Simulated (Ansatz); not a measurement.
BeS (rock salt), relaxed with PBEsol (Ansatz, an electronic-structure program, plane waves, PAW): a = b = c = 4.590 Å, α = β = γ = 90.00°.

```
Property                         Value
-------------------------------  -----
gap (eV)                          0.94
ΔH_f (eV/atom)                   -0.61
B₀ by P(V) fit (GPa)               114
K_Hill (GPa)                       114
G_Hill (GPa)                      91.9
electron conductivity mass (mₑ)   0.38
Θ_D (K)                            816
```

The same phase is relaxed and computed with r²SCAN in the same code. What are the cell and these values now?

a = b = c = 4.6343 Å, α = β = γ = 90.00°.

* **gap (eV)**: 1.33
* **ΔH_f (eV/atom)**: -0.61
* **B₀ by P(V) fit (GPa)**: 111
* **K_Hill (GPa)**: 111
* **G_Hill (GPa)**: 84.2
* **electron conductivity mass (mₑ)**: 0.37
* **Θ_D (K)**: 786

Typed or built starts, not in the databases checked: BeS, rock salt. Unstable at this level: BeS, rock salt with PBEsol. All cells were relaxed under the symmetry of their starts (and spin orders); stability against distortions was not tested throughout.

Potentials: the later of the program's two PAW sets.

Ansatz is a plane-wave DFT program.

Formation energies count from the lowest solids of the elements computed at the same level, not from gases.
